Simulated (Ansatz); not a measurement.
SnBi in space group I-4m2 (No. 119; Sn on 2a, Bi on 2d) under volume change, LDA in the plane-wave PAW code Ansatz, shape and atoms relaxed at each volume.

```json
[
 {"V (Å³/atom)": "26.571", "E − E(relaxed) (meV/atom)": "51.1", "P (GPa)": "6.79"},
 {"V (Å³/atom)": "27.447", "E − E(relaxed) (meV/atom)": "21.5", "P (GPa)": "4.14"},
 {"V (Å³/atom)": "28.323", "E − E(relaxed) (meV/atom)": "?", "P (GPa)": "?"},
 {"V (Å³/atom)": "29.199", "E − E(relaxed) (meV/atom)": "0.0", "P (GPa)": "0.02"},
 {"V (Å³/atom)": "30.075", "E − E(relaxed) (meV/atom)": "4.3", "P (GPa)": "-1.56"},
 {"V (Å³/atom)": "30.951", "E − E(relaxed) (meV/atom)": "16.6", "P (GPa)": "-2.90"},
 {"V (Å³/atom)": "31.827", "E − E(relaxed) (meV/atom)": "?", "P (GPa)": "?"}
]
```

Question: Fill in the missing entries.

Answer: 
- 28.323, E − E(relaxed) (meV/atom): 5.1
- 28.323, P (GPa): 1.90
- 31.827, E − E(relaxed) (meV/atom): 35.6
- 31.827, P (GPa): -4.02

Question: What does a third-order Birch–Murnaghan fit give for V₀, B₀ and B′?

Answer: V₀ = 29.21 Å³/atom, B₀ = 57.3 GPa, B′ = 4.7.

The workflow started from a Materials Project entry (that database holds measured and hypothetical structures alike); the Crystallography Open Database copy checked does not list it. With Sn and Bi taken as one species the cell has the higher symmetry I4_1/amd, so it may be an ordered model of a mixed-site phase. Its standing as an ambient phase is unchecked. The cell was relaxed with LDA under the symmetry of its start; whether a distortion lowers the energy is not shown. Scalar-relativistic: spin–orbit coupling is off unless named, which matters more the heavier the elements.

Potentials: the later of the program's two PAW sets.
